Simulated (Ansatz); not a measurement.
# Calculated with Ansatz: PtSe₂, relaxation

Launch command:

```bash
ansatz run input.yaml --threads 2 --pin off --max-ram 3584MiB --backend cpu --events-out ev --progress --plain --runs-dir out
```

input.yaml:

```yaml
crystal:
  lattice:
    - [1.876135, 3.24956, 0.0]
    - [-1.876135, 3.24956, 0.0]
    - [0.0, 0.0, 5.100915]
  atoms:
    - { symbol: Pt, position: [0.0, 0.0, 0.0] }
    - { symbol: Se, position: [0.3333, 0.3334, 0.25] }
    - { symbol: Se, position: [0.6667, 0.6666, 0.75] }
  symmetry: { tolerance: 0.0003 }
kpoints:
  mp_grid: { grid: [8, 8, 5], shift: [0, 0, 0] }
magnetization:
  spin_polarized: false
scf:
  occupations: { method: methfessel_paxton, width: 0.2129 }
  lower_state_search: "off"
hamiltonian:
  pseudopotentials: { kind: paw }
  xc: r2scan
basis:
  ecutwfc: 500
  fft_grid_basis: typed
relax:
  max_steps: 80
  cell: { p_target: 0.0 }
  f_tol: 0.03
output:
  forces: true
  stress: true
  eigenvalues: true
  bader: true
  populations: true
  elf: true
  write_potential: true
  volumetric_format: npy
  dos:
    e_range: [-12, 8]
    de: 0.05
    projected: { site_lists: { Pt: [Pt], Se: [Se] } }
  write_density: true
checkpoint:
  read: saved_state
```

Origin of the cell: a database entry, scaled a little.

The saved state is a converged single point of the same cell.

Steps («new basis» is an SCF on plane waves selected anew at the same cell):

| step | ΔF (meV/atom) | max force component (eV/Å) | P (GPa) | volume (Å³) | SCF iterations | step was |
| --- | --- | --- | --- | --- | --- | --- |
| 1 | 0.0 | 0.098 | 1.75 | 62.20 | 5 | accepted |
| 2 | -6.8 | 0.005 | -0.84 | 65.70 | 7 | accepted |
| 3 | -11.8 | 0.195 | -0.86 | 67.08 | 7 | accepted |
| 4 | -14.5 | 0.011 | 0.15 | 68.89 | 7 | accepted |
| 5 | -14.6 | 0.016 | 0.16 | 69.49 | 6 | accepted |
| 6 | -14.6 | 0.006 | 0.04 | 69.72 | 5 | accepted |
| 7 | -15.2 | 0.006 | 0.05 | 69.72 | 8 | new basis |
| 8 | -15.2 | 0.001 | 0.00 | 69.84 | 5 | accepted |
| 9 | -15.2 | 0.001 | 0.00 | 69.84 | 5 | new basis |

The starting structure.

Space group P-3m1 (No. 164); the run's cell has a = 3.752 Å, b = 3.752 Å, c = 5.101 Å, α = 90.00°, β = 90.00°, γ = 60.00°. Shortest distances: Pt–Se 2.51 Å, Se–Se 3.35 Å.

The relaxed structure.

Space group P-3m1 (No. 164); the run's cell has a = 3.717 Å, b = 3.717 Å, c = 5.838 Å, α = 90.00°, β = 90.00°, γ = 60.00°. Shortest distances: Pt–Se 2.51 Å, Se–Se 3.39 Å.

```xyz
3
Lattice="1.8583 3.2187 0.0000 -1.8583 3.2187 0.0000 0.0000 0.0000 5.8382" Properties=species:S:1:pos:R:3 pbc="T T T"
Pt    0.0000    0.0000    0.0000
Se    0.0000    2.1458    1.3117
Se    0.0000    4.2916    4.5265
```

- Free energy lowered by: 15.2 meV/atom
- Volume change: 12.29 %
- Final pressure: 0.00 GPa
- Relaxation steps listed: 9
- Gap on the mesh: 0.69 eV

Caveats: no dispersion correction, so spacings can come out too large where layers or molecules are weakly bound; no spin-orbit coupling, though heavy elements are present; the relaxation held the start's symmetry, so the end may be a saddle point; wide smearing.

It ran for 69 s on 2 threads of Arm Neoverse V1 (shared host), peak memory 0.6 GiB, from a saved density.
